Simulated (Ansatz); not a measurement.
## Notes on CaHI

```
CELL_PARAMETERS angstrom
4.56651 0.00000 0.00000
0.00000 4.56651 0.00000
0.00000 0.00000 7.50628
ATOMIC_POSITIONS crystal
I 0.25000 0.25000 0.65780
I 0.75000 0.75000 0.34220
Ca 0.25000 0.25000 0.17670
Ca 0.75000 0.75000 0.82330
H 0.75000 0.25000 0.00000
H 0.25000 0.75000 0.00000
```

Single point in Ansatz 0.2.0 with r2SCAN, no spin polarisation. Cutoff 500 eV, PAW datasets, 6×6×4 Γ-centred k mesh, fermi-dirac filling (width 0.0206 eV).

Is the cell too large or too small?

The pressure is -4.4 GPa (compression positive), so with the atoms held at these fractions the cell would first shrink. The principal stresses -5.6, -5.6, -2.1 GPa differ, so its shape would change too.

Where is the largest force?

The largest is on Ca3 (and as large on other atoms): 0.56 eV/Å, components (0.00, 0.00, -0.56). It makes 60° with the line to a nearest neighbour, H5 at 2.64 Å.

Describe some of the short contacts.

Ca–H at 2.64 Å: least valence density 0.09 e/Å³ and ELF 0.06 there, a closed-shell (ionic or weak) contact. I–H at 3.44 Å: least valence density 0.06 e/Å³ and ELF 0.09 there, a closed-shell (ionic or weak) contact. I–Ca at 3.46 Å: least valence density 0.07 e/Å³ and ELF 0.06 there, a closed-shell (ionic or weak) contact. These are pseudo-fields; inside the PAW spheres they differ from the all-electron ones.

What is the formation energy?

-1.12 eV an atom against the elements' usual phases (free molecules for gases, crystals otherwise, with no correction for O₂ or N₂), so it is bound against them; other compounds may still compete. Relaxing would lower it.

Is there a gap, and of what kind?

The gap is 3.30 eV, indirect (the least direct gap found is 3.44 eV). A semilocal functional usually gives too small a gap.

Origin: a known structure type with other elements, at an estimated volume, so it need not be a known compound. Caveats: no spin-orbit coupling, which can shift this gap by tenths of an eV.
